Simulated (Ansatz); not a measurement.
# FeCu (Cmmm): the held moment from field and pressure

The geometry is a structure from the Materials Project, held fixed and not relaxed.

Settings: PBE, 12×12×7 k mesh, Fermi–Dirac smearing of 0.03 eV. PAW means Ansatz 0.2.0 on its default frozen-core files. Site moments are integrated in spheres about the atoms.

The run was typed so:

```yaml
crystal:
  lattice:
    - [1.438272, -1.987934, 0.0]
    - [1.438272, 1.987934, 0.0]
    - [0.0, 0.0, 4.138135]
  atoms:
    - { symbol: Fe, position: [0.0, 0.0, 0.0], spin: 3.0 }
    - { symbol: Cu, position: [0.5, 0.5, 0.5] }
magnetization:
  spin_polarized: true
kpoints:
  mp_grid: { grid: [12, 12, 7] }
scf:
  occupations: { method: fermi_dirac, width: 0.03 }
  lower_state_search: "off"
hamiltonian:
  xc: pbe
  pseudopotentials: { kind: paw }
output:
  forces: true
  stress: true
  eigenvalues: true
  populations: true
  dos: { projected: true, de: 0.1, e_range: [-8, 5] }
  write_density: true
  write_potential: true
  elf: true
  volumetric_format: npy
```

Command: `ansatz run input.yaml --threads 1 --pin off --max-ram 3072MiB --backend cpu --events-out ev --progress --plain --runs-dir out`

The free run ends with 2.62 μB per cell. Further runs hold the cell's moment M by two Fermi levels; B is half their difference over μB, positive where the field raises M. Some of them:

| M (μB/cell) | B (T) | ΔF over the free run (meV/cell) | pressure (GPa) |
| --- | --- | --- | --- |
| 1.83 | -5079 | 116.4 | -3.9 |
| 2.23 | -2331 | 27.9 | -1.4 |
| 3.54 | 14479 | 361.3 | 9.9 |

**Question.** Another run of the series gave B (T) = 7769, ΔF over the free run (meV/cell) = 113.9, pressure (GPa) = 5.8. Which moment was held?
A. 0.65
B. 1.31
C. 3.14
D. 2.88

**Answer.** C. M (μB/cell) = 3.14.

**Question.** Another run of the series gave B (T) = -4600, ΔF over the free run (meV/cell) = 485.3, pressure (GPa) = -7.4. Which moment was held?
A. 0.65
B. 3.14
C. 2.88
D. 1.31

**Answer.** A. M (μB/cell) = 0.65.

The whole series:

```json
{"M (μB/cell)": "0.65", "B (T)": "-4600", "ΔF over the free run (meV/cell)": "485.3", "pressure (GPa)": "-7.4"}
{"M (μB/cell)": "1.31", "B (T)": "-5601", "ΔF over the free run (meV/cell)": "285.8", "pressure (GPa)": "-6.0"}
{"M (μB/cell)": "1.83", "B (T)": "-5079", "ΔF over the free run (meV/cell)": "116.4", "pressure (GPa)": "-3.9"}
{"M (μB/cell)": "2.23", "B (T)": "-2331", "ΔF over the free run (meV/cell)": "27.9", "pressure (GPa)": "-1.4"}
{"M (μB/cell)": "2.88", "B (T)": "3273", "ΔF over the free run (meV/cell)": "25.3", "pressure (GPa)": "3.6"}
{"M (μB/cell)": "3.14", "B (T)": "7769", "ΔF over the free run (meV/cell)": "113.9", "pressure (GPa)": "5.8"}
{"M (μB/cell)": "3.54", "B (T)": "14479", "ΔF over the free run (meV/cell)": "361.3", "pressure (GPa)": "9.9"}
```

The Ansatz runs typed with the search for lower states off end where their start leads. These are results for the start and cell typed. The real compound can order otherwise, in a larger cell, or not at all, since semilocal functionals at zero temperature often overstate magnetism.
